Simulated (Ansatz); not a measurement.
WSeS: computed property card

WSeS:
```
CELL_PARAMETERS angstrom
      3.23581     0.00000     0.00000
     -1.61791     2.80230     0.00000
      0.00000     0.00000    12.89662
ATOMIC_POSITIONS crystal
  W  0.33333 0.66667 0.25992
  W  0.66667 0.33333 0.74008
  Se 0.33333 0.66667 0.87168
  Se 0.66667 0.33333 0.12832
  S  0.66667 0.33333 0.37835
  S  0.33333 0.66667 0.62165
```

Space group P-3m1 (No. 164); conventional cell a = b = 3.2358 Å, c = 12.8966 Å, α = β = 90.00°, γ = 120.00°.

Method: r²SCAN+D4 (plane waves, PAW; program Ansatz). Geometry: relaxed at this level of theory. Other levels are named where they apply.

Cell and energy:

- Volume per atom: 19.49 Å³
- Density: 8.37 g/cm³
- Formation energy from the elements (no fitted shifts): -0.76 eV/atom

Electronic structure:

- Band gap: 1.03 eV (indirect)
- Valence-band maximum: at Γ
- Conduction-band minimum: on the K–Γ line, 47 % of the way from K (6 equivalent valleys)
- Smallest direct gap on the standard path: 1.76 eV
- Electron effective mass: 0.52, 0.52, 0.60 mₑ (principal values)
- Electron effective mass with spin–orbit coupling: 0.51, 0.56, 0.61 mₑ (principal values)
- Hole effective mass: 0.67, 0.67, 1.2 mₑ (principal values)
- Hole effective mass with spin–orbit coupling: 0.65, 0.65, 1.1 mₑ (principal values)
- HSE06 gap on the r²SCAN+D4 cell: 1.42 eV
- Gap with spin–orbit coupling: 0.98 eV

Mechanics:

Bulk modulus (Birch–Murnaghan fit): 35.7 GPa
Pressure derivative B′: 13.5
Elastic constants (relaxed ions, GPa): C11 = 225, C12 = 49.0, C13 = 9.0, C14 = -0.1, C33 = 44.1, C44 = 14.1
Mechanical stability: stable (all eigenvalues of C positive)
Hill bulk and shear moduli: 53.2 and 38.4 GPa
Young's modulus: 92.8 GPa
Poisson's ratio: 0.21
Debye temperature from the elastic constants: 262 K

Dielectric response:

* **Electronic dielectric constant ε∞ (DFPT)**: 13.8 (xx = yy), 5.71 (zz)
* **Static dielectric constant ε0 (ions relaxed, cell fixed)**: 14.0 (xx = yy), 5.72 (zz)
* **Born charges (a third of the trace)**: W -0.64, Se +0.50, S +0.14 e

Phonons:

* **Highest zone-centre frequency (without LO–TO term)**: 425 cm⁻¹
* **Zone-centre stability**: no imaginary mode at Γ

Charges:

- Bader charges: W +1.32, Se -0.57, S -0.74 e

The workflow started from a Materials Project entry (that database holds measured and hypothetical structures alike); the Crystallography Open Database copy checked does not list it. Whether it is the stable phase at ambient conditions was not checked. Symmetry was held in the r²SCAN+D4 relaxation. The run is not spin-polarised. The references are the lowest solids computed at this level, not always the standard phases. Spin–orbit coupling is left out wherever it is not named.

Potentials: the later of the program's two PAW sets.
